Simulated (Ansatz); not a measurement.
According to plane-wave PAW PBE (Ansatz code), SnMo2C in the hexagonal phase (P6_3/mmc; Sn on 2d, Mo on 4f, C on 2a) relaxes to a = 3.192 Å, c = 13.516 Å. Sn has 12 nearest neighbours from 2.94 Å (anticuboctahedral); C has 6 nearest neighbours from 2.14 Å (octahedral). Against the elements it lies at 0.009 eV/atom, with no fitted shifts.

Electronic character: metallic (no gap). Gap from PBE with spin–orbit coupling: none (metallic).

An equation-of-state fit gives a bulk modulus of 182 GPa.

The start of the workflow was typed in or built on a structure type; neither database checked (COD, Materials Project) lists it. Its standing as an ambient phase is unchecked. The cell was relaxed with PBE under the symmetry of its start; its stability against distortions is not shown here. No spin polarisation was allowed. The references are the lowest solids computed at this level, not always the standard phases. Spin–orbit coupling is left out wherever it is not named.

Potentials: the later of the program's two PAW sets.
